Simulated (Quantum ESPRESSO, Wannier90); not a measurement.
Tight-binding from DFT: Ba (fcc (Cu type), model phase)

Materials Project entry mp-10679; symmetrised, unrelaxed at this level. This isn't the element's usual structure (bcc); take it as a model of another phase. Level: PBEsol, no spin polarisation, no spin-orbit coupling; pw.x of Quantum ESPRESSO at 46 Ry with PseudoDojo potentials, 8×8×8 k-points, Wannier90. Density: 12×12×12 mesh, cold smearing 0.01 Ry. Spin-orbit coupling is left out although heavy elements are present.

On the energy scale of pw.x, whose zero is arbitrary, the Fermi level lies at 5.33 eV.

Input w.win:

```
num_bands = 17
num_wann = 1
exclude_bands = 1-4
num_iter = 800
conv_tol = 1.0e-6
conv_window = 4
dis_num_iter = 1000
dis_conv_tol = 1.0e-6
dis_froz_max = 5.13
dis_froz_proj = true
dis_proj_min = 0.01
dis_proj_max = 0.95
write_hr = true
write_u_matrices = true
auto_projections = true
begin unit_cell_cart
ang
    0.0000000000    3.2326650000    3.2326650000
    3.2326650000    0.0000000000    3.2326650000
    3.2326650000    3.2326650000    0.0000000000
end unit_cell_cart
begin atoms_frac
Ba   0.0000000000  0.0000000000  0.0000000000
end atoms_frac
mp_grid = 8 8 8
begin kpoints
0.0000000000 0.0000000000 0.0000000000
0.0000000000 0.0000000000 0.1250000000
0.0000000000 0.0000000000 0.2500000000
... (509 more lines: the 8x8x8 mesh through Gamma)
end kpoints
```

Input of pw2wannier90.x that gives the overlap and projection files (equivalent; here they were cut from one run over all bands):

```
&inputpp
  outdir = './out'
  prefix = 'pwscf'
  seedname = 'w'
  write_amn = .true.
  write_mmn = .true.
  atom_proj = .true.
  atom_proj_exclude = 1 2 3 4
/
```

Output w.wout (banner and timings cut):

```
                                    ------
                                    SYSTEM
                                    ------

                              Lattice Vectors (Ang)
                    a_1     0.000000   3.232665   3.232665
                    a_2     3.232665   0.000000   3.232665
                    a_3     3.232665   3.232665   0.000000

                   Unit Cell Volume:      67.56349  (Ang^3)

                        Reciprocal-Space Vectors (Ang^-1)
                    b_1    -0.971827   0.971827   0.971827
                    b_2     0.971827  -0.971827   0.971827
                    b_3     0.971827   0.971827  -0.971827

 *----------------------------------------------------------------------------*
 |   Site       Fractional Coordinate          Cartesian Coordinate (Ang)     |
 +----------------------------------------------------------------------------+
 | ba   1   0.00000   0.00000   0.00000   |    0.00000   0.00000   0.00000    |
 *----------------------------------------------------------------------------*
                                ------------
                                K-POINT GRID
                                ------------

             Grid size =  8 x  8 x  8      Total points =  512

 *---------------------------------- MAIN ------------------------------------*
 |  Number of Wannier Functions               :                 1             |
 |  Number of Objective Wannier Functions     :                 1             |
 |  Number of input Bloch states              :                17             |
 |  Output verbosity (1=low, 5=high)          :                 1             |
 |  Timing Level (1=low, 5=high)              :                 1             |
 |  Optimisation (0=memory, 3=speed)          :                 3             |
 |  Length Unit                               :               Ang             |
 |  Post-processing setup (write *.nnkp)      :                 F             |
 |  Using Gamma-only branch of algorithms     :                 F             |
 *----------------------------------------------------------------------------*
 *------------------------------- WANNIERISE ---------------------------------*
 |  Total number of iterations                :               800             |
 |  Number of CG steps before reset           :                 5             |
 |  Trial step length for line search         :             2.000             |
 |  Convergence tolerence                     :         0.100E-05             |
 |  Convergence window                        :                 4             |
 |  Iterations between writing output         :                 1             |
 |  Iterations between backing up to disk     :               100             |
 |  Write r^2_nm to file                      :                 F             |
 |  Write xyz WF centres to file              :                 F             |
 |  Write on-site energies <0n|H|0n> to file  :                 F             |
 |  Use guiding centre to control phases      :                 F             |
 |  Use phases for initial projections        :                 F             |
 *----------------------------------------------------------------------------*
 *------------------------------- DISENTANGLE --------------------------------*
 |  Using band disentanglement                :                 T             |
 |  Total number of iterations                :              1000             |
 |  Mixing ratio                              :             0.500             |
 |  Convergence tolerence                     :         1.000E-06             |
 |  Convergence window                        :                 3             |
 *----------------------------------------------------------------------------*
 *-------------------------------- PLOTTING ----------------------------------*
 |  Plotting Hamiltonian in WF basis          :                 T             |
 *----------------------------------------------------------------------------*

       ... (k-mesh section left out)

 Starting a new Wannier90 calculation ...

 Reading overlaps from w.mmn

 Reading projections from w.amn

 *------------------------------- DISENTANGLE --------------------------------*
 +----------------------------------------------------------------------------+
 |                              Energy  Windows                               |
 |                              ---------------                               |
 |                   Outer:    2.53307  to   16.76256  (eV)                   |
 |                   Inner:    2.53307  to    5.13000  (eV)                   |
 |----------------------------------------------------------------------------|
 |                          Projectability  Windows                           |
 |                          -----------------------                           |
 |               Discarded:    0.00000  to    0.01000                         |
 |            Disentangled:    0.01000  to    1.00000                         |
 |                  Frozen:    0.95000  to    1.00000                         |
 +----------------------------------------------------------------------------+
   Number of target bands to extract:    1

                   Unitarised projection of Wannier functions
                   ------------------------------------------
   A_mn = <psi_m|g_n> --> S = A.A^+ --> U = S^-1/2.A
   In dis_project... done
   Using an inner window (linner = T)
   In dis_proj_froz... done

                   Extraction of optimally-connected subspace
                   ------------------------------------------
 +---------------------------------------------------------------------+<-- DIS
 |  Iter     Omega_I(i-1)      Omega_I(i)      Delta (frac.)           |<-- DIS
 +---------------------------------------------------------------------+<-- DIS
       1      12.42936690      11.70255135       6.211E-02    <-- DIS
       2      11.47890242      11.57685757      -8.461E-03    <-- DIS
       3      11.48862569      11.51629037      -2.402E-03    <-- DIS
       4      11.47839213      11.48365497      -4.583E-04    <-- DIS
       5      11.46625080      11.46529338       8.351E-05    <-- DIS
       6      11.45682340      11.45474346       1.816E-04    <-- DIS
       ... (lines left out)
      28      11.43970263      11.43969298       8.439E-07    <-- DIS
      29      11.43970064      11.43969289       6.771E-07    <-- DIS
      30      11.43969903      11.43969284       5.413E-07    <-- DIS

             <<<      Delta < 1.000E-06  over  3 iterations     >>>
             <<< Disentanglement convergence criteria satisfied >>>

        Final Omega_I    11.43969284 (Ang^2)

 +----------------------------------------------------------------------------+

 Writing checkpoint file w.chk... done

 *------------------------------- WANNIERISE ---------------------------------*
 +--------------------------------------------------------------------+<-- CONV
 | Iter  Delta Spread     RMS Gradient      Spread (Ang^2)            |<-- CONV
 +--------------------------------------------------------------------+<-- CONV

 ------------------------------------------------------------------------------
 Initial State
  WF centre and spread    1  ( -0.000000,  0.000000, -0.000000 )    11.43969284
  Sum of centres and spreads ( -0.000000,  0.000000, -0.000000 )    11.43969284

      0     0.114E+02     0.0000000000       11.4396928408  <-- CONV
        O_D=      0.0000000 O_OD=      0.0000000 O_TOT=     11.4396928 <-- SPRD
 ------------------------------------------------------------------------------
      1     0.000E+00     0.0000000037       11.4396928408  <-- CONV
        O_D=      0.0000000 O_OD=      0.0000000 O_TOT=     11.4396928 <-- SPRD
      2     0.000E+00     0.0000000037       11.4396928408  <-- CONV
        O_D=      0.0000000 O_OD=      0.0000000 O_TOT=     11.4396928 <-- SPRD
      3     0.000E+00     0.0000000037       11.4396928408  <-- CONV
        O_D=      0.0000000 O_OD=      0.0000000 O_TOT=     11.4396928 <-- SPRD
      4     0.000E+00     0.0000000037       11.4396928408  <-- CONV
        O_D=      0.0000000 O_OD=      0.0000000 O_TOT=     11.4396928 <-- SPRD
             <<<     Delta < 1.000E-06  over  4 iterations     >>>
             <<< Wannierisation convergence criteria satisfied >>>
 Final State
  WF centre and spread    1  ( -0.000000,  0.000000, -0.000000 )    11.43969284
  Sum of centres and spreads ( -0.000000,  0.000000, -0.000000 )    11.43969284

         Spreads (Ang^2)       Omega I      =    11.439692841
        ================       Omega D      =     0.000000000
                               Omega OD     =     0.000000000
    Final Spread (Ang^2)       Omega Total  =    11.439692841
```
